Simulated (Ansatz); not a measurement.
Relaxing an invented SbP structure

These are results of Ansatz 0.2.0, DFT PBE, scalar-relativistic, plane waves, PAW, not measurements. Cutoff 420 eV, Gaussian smearing, Γ-centred meshes. Cell and atoms relax first on a coarse mesh and then on a finer one. In between, the cell is made exact in the group found at 0.06 Å. In metals the finer mesh still leaves noise of several meV/atom or more. The steps can't lower the symmetry of their start. No spin polarisation.

The cell of SbP is invented: 5-, 6-connected net, elements by coordination (P1, No. 1). Its size is a rough estimate.

```
Sb P
1.0
     3.45453    0.00000    0.00000
    -0.05268    3.62716    0.00000
    -0.00397   -0.32748    5.03314
Sb P
2 2
Direct
  0.50057 0.50005 0.49924
  0.00016 0.00000 0.49916
  0.48788 0.48878 0.00074
  0.01123 0.01178 0.00114
```

The zero of energy is the elements' standard structures at the same level; no fitted shifts are applied. The references include black phosphorus.

**Question.** Which structure results?

**Answer.** The symmetry goes from P1 (No. 1) to P2_1/m (No. 11). The volume per atom grows by 67.3 %, from 15.8 to 26.4 Å³. The shortest distance goes from 2.37 Å (P–P) to 2.35 Å (P–P). The energy falls by about 1.4 eV/atom (the start's value is from the coarse mesh). The end is written in a standard setting, so origin, axes and order of atoms can differ from the start's. Conventional cell: a = 4.937 Å, b = 3.825 Å, c = 5.738 Å, β = 103.1°. Sb is surrounded by 1 P at 2.61 Å and 2 Sb at 2.91 Å; P is surrounded by 2 P at 2.35 Å and 1 Sb at 2.61 Å.

```yaml
crystal:
  lattice:
    - [4.93667, 0.00000, 0.00000]
    - [0.00000, 3.82545, 0.00000]
    - [-1.30517, 0.00000, 5.58783]
  atoms:
    - { symbol: Sb, position: [0.27565, 0.25000, 0.48746] }
    - { symbol: Sb, position: [0.72435, 0.75000, 0.51254] }
    - { symbol: P, position: [0.14157, 0.25000, 0.01968] }
    - { symbol: P, position: [0.85843, 0.75000, 0.98032] }
```

**Question.** How does it come out in energy, and is it a metal?

**Answer.** The energy over the elements is +0.18 eV/atom and the gap on the 10×12×8 mesh of the 4-atom cell is 0 eV (a metal).

A positive value: parting into the elements would lower its energy.

The last run used Gaussian smearing of 0.10 eV. Spin–orbit coupling, which can matter for Sb, is left out. The reference form of P is held partly by dispersion forces, which this level lacks. Symmetry constrained the relaxation, so the result can be a saddle point.
